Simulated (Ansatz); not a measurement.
An Ansatz (a first-principles code) run. Input:

Ansatz 0.2 input:
```yaml
crystal:
  lattice:
    - [4.0848405636, 0.0, 0.0]
    - [0.0, 4.0848405636, 0.0]
    - [0.0, 0.0, 2.8465292419]
  atoms:
    - { symbol: Al, position: [0.5, 0.0, 0.5] }
    - { symbol: Al, position: [0.0, 0.5, 0.5] }
    - { symbol: Cu, position: [0.0, 0.0, 0.0] }
kpoints:
  mp_grid: { grid: [18, 18, 25] }
hamiltonian:
  xc: pbesol
  pseudopotentials: { kind: paw }
scf:
  occupations: { method: fermi_dirac, width: 0.1 }
elastic: { mode: relaxed_ion, stencil: two_point, amplitude: 0.005, f_tol: 0.0005 }
```

Output (shortened):

```
Pseudopotential: Al, paw, valence charge 3
Pseudopotential: Cu, paw, valence charge 19
Functional definition: PBEsol
Crystal: 3 atoms, lattice volume = 47.497 Å³
Basis set: ecut = 420 eV, 929 PW (Γ), exchange–correlation on 60×60×40 points (8 copies of the dense FFT grid, shifted against one another)
Bands: 17, of which v1, the nominal top of the filled ones, is band 13 counted from 1 (12 counted from 0)
Symmetry: 16 space group operations
Space group: P4/mmm (ITA 123), of the structure as read, at distance tolerance 3.6e-5 Å
k-points: 715 of 8100
the search or the solves at the SCF's close seem to have found levels that the self-consistency loop had missed (the run counts 1) …
SCF 1 converged in 11 iterations: F = -7637.969495 eV  dr2 = 2.72e-14
Crystal: 3 atoms, lattice volume = 47.259 Å³
Symmetry: 8 space group operations
k-points: 1300 of 8100
SCF 2 converged in 11 iterations: F = -7637.968465 eV  dr2 = 2.46e-15
Crystal: 3 atoms, lattice volume = 47.734 Å³
SCF 3 converged in 8 iterations: F = -7637.968971 eV  dr2 = 8.08e-14
Crystal: 3 atoms, lattice volume = 47.259 Å³
SCF 4 converged in 10 iterations: F = -7637.969061 eV  dr2 = 4.77e-14
Crystal: 3 atoms, lattice volume = 47.734 Å³
SCF 5 converged in 8 iterations: F = -7637.968682 eV  dr2 = 2.31e-14
Crystal: 3 atoms, lattice volume = 47.497 Å³
Symmetry: 4 space group operations
k-points: 2260 of 8100
SCF 6 converged in 9 iterations: F = -7637.969282 eV  dr2 = 1.52e-14
Crystal: 3 atoms, lattice volume = 47.497 Å³
SCF 7 converged in 8 iterations: F = -7637.969282 eV  dr2 = 3.07e-14
Crystal: 3 atoms, lattice volume = 47.497 Å³
k-points: 1183 of 8100
SCF 8 converged in 9 iterations: F = -7637.969318 eV  dr2 = 2.37e-15
Crystal: 3 atoms, lattice volume = 47.497 Å³
SCF 9 converged in 8 iterations: F = -7637.969318 eV  dr2 = 2.67e-14
SCF converged after 11 iterations
Free energy (F): -7637.969495 eV
Harris-Foulkes:  -7637.969495 eV  (|F-HF|=1.82e-12)
Internal energy: -7637.941289 eV  (E = F + TS)
E sigma→0 (E₀):  -7637.955392 eV
Entropy (-TS):   -0.028206 eV (-9.402 meV/atom)
Fermi energy:    9.547486 eV
--- Per-component energies (eV) ---
  E_band       = -492.849874
  E_kinetic    = 346.489797
  E_local      = -6157.083695  (includes V_loc(G=0)·N_el)
  E_nonlocal   = 406.940119
  E_hartree    = 2767.250843
  E_xc         = -168.713678
  E_vxc        = -174.930424  (∫ρ·V_xc dr)
  E_paw        = -2531.456960  (= ΣΔE_a)
  E_vpaw       = -448.767606  (= ΣTr[D̂ρ^β])
  E_aug_tail   = 0.000238  (compensation charges beyond the density's cutoff)
  E_ewald      = -2301.612435
  E_core_change = 0.244480  (= ΣΔE_core)
  E_smearing   = -0.028206  (= −TS)
  E_closure    =  0.000000  (closes the sum)
  Σ components = -7637.969495   (vs F -7637.969495, Δ=0.00e0)
--- Forces (eV/Å), atoms counted from 1 ---
  atom   1  Al     0.00000000     0.00000000     0.00000000
  atom   2  Al     0.00000000     0.00000000     0.00000000
  atom   3  Cu     0.00000000     0.00000000     0.00000000
  max |Σ_I F_I| component: 0.0 eV/Å
--- Stress (GPa, compression-positive) ---
        0.163663       0.000000       0.000000
        0.000000       0.163663       0.000000
        0.000000       0.000000      -0.133090
  P = ⅓ Tr σ = 0.0647 GPa (0.647 kbar)
--- Band table (eV; the first three rows and the last of 715) ---
  k-point 0: bands = ["-104.2404", "-61.7550", "-61.7550", "-61.7313", "-1.1502", "4.0356", "4.5507", "5.2523", "5.4778", "5.4778", "7.0792", "7.0792", "9.5060", "10.3733", "15.7178", "15.7178", "15.8654"]
  k-point 1: bands = ["-104.2404", "-61.7550", "-61.7550", "-61.7315", "-1.1202", "4.0461", "4.5628", "5.2554", "5.4434", "5.4434", "7.1375", "7.1375", "9.5222", "10.3916", "15.1423", "15.7448", "15.7448"]
  k-point 2: bands = ["-104.2403", "-61.7549", "-61.7549", "-61.7322", "-1.0303", "4.0769", "4.5982", "5.2645", "5.3528", "5.3528", "7.3000", "7.3000", "9.5713", "10.4463", "14.0811", "15.8251", "15.8251"]
  k-point 714: bands = ["-104.2395", "-61.7538", "-61.7538", "-61.7467", "3.9079", "3.9079", "5.1924", "5.2527", "5.5984", "5.9729", "7.2027", "7.2027", "8.6981", "8.7546", "9.6790", "9.6790", "11.9666"]
--- Elastic constants: 4 strain directions × 2 members + reference (group order 16) ---
  dense FFT box of the reference and of every strained cell: 30×30×20
  strains applied: 11, 33, 23, 12; error gains …
  C = ∂σ_k/∂η_j (tension-positive GPa; Voigt order 11 22 33 23 13 12):
       209.432     17.967     67.079      0.000      0.000      0.000
        17.967    209.432     67.079      0.000      0.000      0.000
        66.809     66.809    168.011      0.000      0.000      0.000
         0.000      0.000      0.000     57.048      0.000      0.000
         0.000      0.000      0.000      0.000     57.048      0.000
         0.000      0.000      0.000      0.000      0.000     46.951
  reference stress σ⁰ (GPa):     -0.164     -0.164      0.133      0.000      0.000      0.000
  moduli (Voigt/Reuss/Hill, GPa): K = 98.95/98.91/98.93   G = 61.21/57.40/59.31   E = 148.29   ν = 0.250
  mechanically stable: yes (min eigenvalue of sym C = 46.95 GPa)
  strain η (Voigt 11):  stress-route row diagonal C_11 = 209.43 GPa, energy-path curvature d²(F+E_count+ΔE)/dδ²/Ω₀ = 209.49 GPa
         δ    σ_11 (GPa)             F (eV)   n_scf  n_hpsi   n_pw
    -5.000e-3      -1.2327       -7637.9684651      11  493227    942   relax 0 steps, max|allowed force component| 0.0 eV/Å
     5.000e-3       0.8617       -7637.9689710       8  397144    956   relax 0 steps, max|allowed force component| 0.0 eV/Å
  strain η (Voigt 33):  stress-route row diagonal C_33 = 168.01 GPa, energy-path curvature d²(F+E_count+ΔE)/dδ²/Ω₀ = 168.01 GPa
         δ    σ_33 (GPa)             F (eV)   n_scf  n_hpsi   n_pw
    -5.000e-3      -0.7234       -7637.9690611      10  260216    948   relax 0 steps, max|allowed force component| 0.0 eV/Å
     5.000e-3       0.9567       -7637.9686825       8  227249    956   relax 0 steps, max|allowed force component| 0.0 eV/Å
  strain η (Voigt 23):  stress-route row diagonal C_44 = 57.05 GPa, energy-path curvature d²(F+E_count+ΔE)/dδ²/Ω₀ = 57.06 GPa
         δ    σ_23 (GPa)             F (eV)   n_scf  n_hpsi   n_pw
    -5.000e-3      -0.2852       -7637.9692821       9  723044    948   relax 0 steps, max|allowed force component| 0.00e0 eV/Å
     5.000e-3       0.2852       -7637.9692821       8  685400    948   relax 0 steps, max|allowed force component| 0.00e0 eV/Å
  strain η (Voigt 12):  stress-route row diagonal C_66 = 46.95 GPa, energy-path curvature d²(F+E_count+ΔE)/dδ²/Ω₀ = 47.05 GPa
         δ    σ_12 (GPa)             F (eV)   n_scf  n_hpsi   n_pw
    -5.000e-3      -0.2348       -7637.9693184       9  396579    952   relax 0 steps, max|allowed force component| 0.0 eV/Å
     5.000e-3       0.2348       -7637.9693184       8  351382    952   relax 0 steps, max|allowed force component| 0.0 eV/Å
```

Cost: roughly 10 core-minutes on shared cores.

The workflow started from a Materials Project entry (that database holds measured and hypothetical structures alike); the Crystallography Open Database copy checked does not list it. It is not the phase usual at ambient conditions (space group No. 140). Symmetry was held in the PBEsol relaxation; of distortions, only those at the zone centre were tested. The run is not spin-polarised. As this level gives no gap, shear constants depend on the k-mesh and smearing (Fermi–Dirac, 0.1 eV here). Axis ratios of metals converge slowly with the k-mesh, so a and c are less sure than the volume.

Potentials: the later of the program's two PAW sets.

Ansatz is a plane-wave DFT program.
